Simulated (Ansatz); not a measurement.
GaP:
```
CELL_PARAMETERS angstrom
      1.92093     1.10905     6.37184
     -1.92093     1.10905     6.37184
      0.00000    -2.21810     6.37184
ATOMIC_POSITIONS crystal
  Ga 0.43576 0.43576 0.43576
  Ga 0.56424 0.56424 0.56424
  P  0.05768 0.05768 0.05768
  P  0.94232 0.94232 0.94232
```

Relaxed with r²SCAN. Special points in fractions of this cell's reciprocal vectors: Γ (0.000, 0.000, 0.000); T (0.500, 0.500, 0.500); H2 (0.813, 0.187, 0.500); H0 (0.500, -0.187, 0.187); L (0.500, 0.000, 0.000); S0 (0.343, -0.343, 0.000); S2 (0.657, 0.000, 0.343); F (0.500, 0.000, 0.500).

**Question.** List the band energies nearest the valence-band maximum at these points for plane-wave PAW r²SCAN (Ansatz code).

**Answer.** In eV from the valence-band maximum; about four levels below and three above (degenerate sets whole), none deeper than 8.9 eV; points with the same levels are listed once.

```
k                         below                above
--  ---------------------------  -------------------
Γ   -1.92 -1.92 -0.24 0.00 0.00       1.58 2.19 3.07
T       -1.81 -1.81 -0.28 -0.28  1.62 2.85 4.13 4.13
H2      -4.38 -4.35 -3.65 -1.25       1.99 2.69 5.37
L       -4.76 -3.04 -2.84 -1.90       1.91 2.98 4.03
S0      -4.62 -3.94 -3.93 -1.30       1.88 3.67 4.00
F       -4.06 -3.33 -1.32 -0.59       1.02 1.72 1.93
```

Space group R-3m. The first step of the workflow began from a Materials Project structure, measured or hypothetical; the Crystallography Open Database copy checked does not list it. It is not the phase usual at ambient conditions (space group No. 216). Symmetry was held in the r²SCAN relaxation; whether a distortion lowers the energy is not shown. Spin–orbit coupling is left out wherever it is not named.

Potentials: the later of the program's two PAW sets.
